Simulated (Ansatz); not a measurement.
NbSiAs in space group P4/nmm (No. 129; As on 2c, Si on 2a, Nb on 2c), DFT-PBE in the program Ansatz with PAW potentials, all energies at zero smearing, with the estimated change up to a 700 eV cutoff added, with one set of potentials and settings (totals compare only within such a set). Cell of 6 atoms (2 As, 2 Si, 2 Nb): -20092.083 eV.

| element | reference phase | E (eV/atom) |
|---|---|---|
| As | R-3m, 2 atoms in the cell | -4856.1377 |
| Si | Fd-3m, 2 atoms in the cell | -635.8096 |
| Nb | Im-3m, 1 atoms in the cell | -4552.2836 |

Formation energy per atom, worked out: (-20092.083 − 2×(-4856.1377) − 2×(-635.8096) − 2×(-4552.2836))/6 = -0.604 eV/atom (-58 kJ per mol of atoms), at 0 K, without zero-point energy or fitted corrections.

The workflow started from an entry of the Crystallography Open Database (COD). Its standing as an ambient phase is unchecked. Symmetry was held in the PBE relaxation; whether a distortion lowers the energy is not shown. No spin polarisation was allowed. The references are the lowest solids computed at this level, not always the standard phases.

Potentials: the later of the program's two PAW sets.
